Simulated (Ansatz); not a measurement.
**Structure relaxation, SnSe**

The start is a generated cell, SnSe placed in the AFLOW prototype AB_cI16_199_a_a (B_a). The cell and all atomic positions are relaxed at zero pressure with r2SCAN (plane waves to 500 eV, PAW, scalar-relativistic; Ansatz, a first-principles code). The first steps use a coarse 4×4×4 k-mesh.

Input geometry:
```
SnSe
1.0
   -4.00782     4.00782     4.00782
    4.00782    -4.00782     4.00782
    4.00782     4.00782    -4.00782
Se Sn
4 4
Cartesian
  3.65513   3.65513   3.65513
  0.35269   4.36051  -0.35269
  4.36051  -0.35269   0.35269
 -0.35269   0.35269   4.36051
  1.72577   1.72577   1.72577
 -1.72577   2.28205   1.72577
  2.28205   1.72577  -1.72577
  1.72577  -1.72577   2.28205
```

Question: What pressure does the first self-consistent step give?

Answer: -8.1 GPa (negative: the cell is under tension).

Question: Which atoms feel the largest initial force, and how large is it?

Answer: 0.78 eV/Å, on Sn5, Sn6, Sn7, Sn8 (atoms numbered as listed).

Question: How much energy is released per atom?

Answer: 0.51 eV/atom.

Question: How does the volume change?

Answer: -16.3 %, from 32.19 to 26.94 Å³/atom.

Question: How do the shortest distances between atoms change?

Answer: The closest pairs of elements (up to four, under 3.6 Å), start → end: Se–Sn 3.34 → 2.77 Å; Se–Se 3.38 → 3.47 Å; Sn–Sn 3.50 → 3.53 Å.

Question: Is the relaxed structure metallic? Give its gap.

Answer: 0.30 eV, indirect (valence top at 67 % of the way from Γ to P, conduction bottom at 86 % of the way from Γ to H) (no spin-orbit coupling).

Question: What does it relax into? Give the structure.

Answer: 
Space group I2₁3 (No. 199); a = b = c = 7.554 Å, α = β = γ = 90.00°

| atom | site | symmetry | x | y | z |
|---|---|---|---|---|---|
| Se | 8a | .3. | 0.4789 | 0.4789 | 0.4789 |
| Sn | 8a | .3. | 0.2672 | 0.2672 | 0.2672 |
(The calculation used a cell of 8 atoms; values per cell refer to that cell.)

The space group stays I2₁3 (No. 199) (the run could not lower it); the end is AFLOW prototype AB_cI16_199_a_a (B_a), with 8 atoms in the primitive cell. Final values are on a 6×6×6 k-mesh of the relaxed cell. No spin polarisation in the result.

The run could not lose the symmetry of its start, so the end can be a saddle point.

The relaxed structure here is a generated cell of SnSe: the first start was made by placing the elements on the sites of a structure type, and the end was not matched to a known phase here, so it may be hypothetical. Known forms of SnSe include space group No. 62.
